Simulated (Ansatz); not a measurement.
Polymorphs of Zr2C, each relaxed with PBEsol in the plane-wave PAW code Ansatz:

A: R-3m
a = 3.3014 Å, b = 3.3014 Å, c = 15.9881 Å, α = 90.00°, β = 90.00°, γ = 120.00°

```csv
atom,site,symmetry,x,y,z
Zr,6c,3m,0.0000,0.0000,0.2550
C,3a,-3m,0.0000,0.0000,0.0000
```

B: P4/nmm
a = b = 3.602 Å, c = 6.904 Å, α = β = γ = 90.00°

```tsv
atom	site	symmetry	x	y	z
Zr	2a	-4m2	0.0000	0.0000	0.0000
Zr	2c	4mm	0.5000	0.0000	0.3698
C	2c	4mm	0.0000	0.5000	0.2708
```

Problem. Order them by energy per atom at 0 K (lowest first) at the level PBEsol.

Solution. A (+0 meV/atom), B (+667 meV/atom)

Constructed cells (a structure type filled with these elements, in neither database checked): B. Typed or built starts, not in the databases checked: A. All cells were relaxed under the symmetry of their starts (and spin orders); stability against distortions was not tested throughout. Named crystals with no word on spin ran without spin polarisation. Spin–orbit coupling is left out wherever it is not named.

Energies hold the estimated change up to a 700 eV cutoff; steps of a few meV lie near the error of the meshes.

Potentials: the earlier of the program's two PAW sets. The files were generated under PBE; for other functionals the program regenerates the frozen cores, and for LDA and PBEsol the local potential too.
